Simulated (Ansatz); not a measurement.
# GaN (P6_3mc): G0W0 and the choice of datasets

```xyz
4
Lattice="3.1900 0.0000 0.0000 -1.5950 2.7626 0.0000 0.0000 0.0000 5.1860" Properties=species:S:1:pos:R:3 pbc="T T T"
Ga    0.0000    1.8417    0.0000
Ga    1.5950    0.9209    2.5930
N     0.0000    1.8417    1.9650
N     1.5950    0.9209    4.5580
```

Held fixed (Ansatz):

```
orbitals            : PBE
k mesh              : 6×6×4
empty bands         : 442
response cutoff     : 180 eV
frequencies         : plasmon pole, fitted at the program's default frequency
q → 0 term          : analytic weight of Carrier, Rohra and Görling
points solved       : Γ
band sums           : cut at the band count
spin-orbit coupling : off
```

The gap is read direct at Γ, linearised, between the Kohn-Sham band edges among the points solved. The direct gap is read between the top filled and lowest empty Kohn-Sham band at Γ.

```json
{"datasets, wave cutoff": "hard PAW, 700 eV", "KS gap (eV)": "1.93", "G0W0 gap (eV)": "3.09", "direct at Γ (eV)": "3.09"}
{"datasets, wave cutoff": "hand-made PAW, 1020 eV", "KS gap (eV)": "1.93", "G0W0 gap (eV)": "3.08", "direct at Γ (eV)": "3.08"}
{"datasets, wave cutoff": "soft PAW (1st gen.), 420 eV", "KS gap (eV)": "1.92", "G0W0 gap (eV)": "3.04", "direct at Γ (eV)": "3.04"}
{"datasets, wave cutoff": "norm-conserving, 1240 eV", "KS gap (eV)": "1.94", "G0W0 gap (eV)": "2.33", "direct at Γ (eV)": "2.33"}
```

Farthest from hard PAW, 700 eV in the G0W0 gap: norm-conserving, 1240 eV (-0.75 eV). The nearest differs by 0.003 eV.

Soft PAW datasets can miss an all-electron G0W0 gap by more than 5 %. With norm-conserving pseudopotentials the core–valence exchange is only approximate, which can shift gaps by tenths of an eV and RPA lattice constants by most of a per cent. Band sums or response are cut, so the gap isn't at its basis limit. Filled d shells converge slowest, and with PAW files the limit can differ from the all-electron one by tenths of an eV. The gap is read among the points solved; the crystal's band edges can lie elsewhere.
